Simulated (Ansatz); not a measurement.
In2Si2O7:
```
CELL_PARAMETERS angstrom
      3.31593     4.32465     0.00000
     -3.31593     4.32465     0.00000
     -1.03560     0.00000     4.61023
ATOMIC_POSITIONS crystal
  In 0.69241 0.69241 0.00000
  In 0.30759 0.30759 0.00000
  Si 0.22172 0.77828 0.40977
  Si 0.77828 0.22172 0.59023
  O  0.60750 0.07892 0.78137
  O  0.39250 0.92108 0.21863
  O  0.07892 0.60750 0.21863
  O  0.92108 0.39250 0.78137
  O  0.00000 0.00000 0.50000
  O  0.60786 0.39214 0.28251
  O  0.39214 0.60786 0.71749
```

PBEsol (plane waves, PAW; program Ansatz) gives a gap of 2.87 eV without spin–orbit coupling, maximum at Γ, minimum at Γ.

### Question
What happens when spin–orbit coupling is switched on?

### Answer
The gap hardly moves, to 2.87 eV; maximum at Γ, minimum at Γ.

### Question
Give the electron effective mass with spin–orbit coupling.

### Answer
0.34, 0.34, 0.38 mₑ (principal values).

Space group C2/m. The workflow started from a Materials Project entry (that database holds measured and hypothetical structures alike); the Crystallography Open Database files this formula in space group No. 12, but the cells were not matched. Whether it is the stable phase at ambient conditions was not checked. The PBEsol relaxation kept the symmetry of its start; whether a distortion lowers the energy is not shown.

Potentials: the later of the program's two PAW sets.
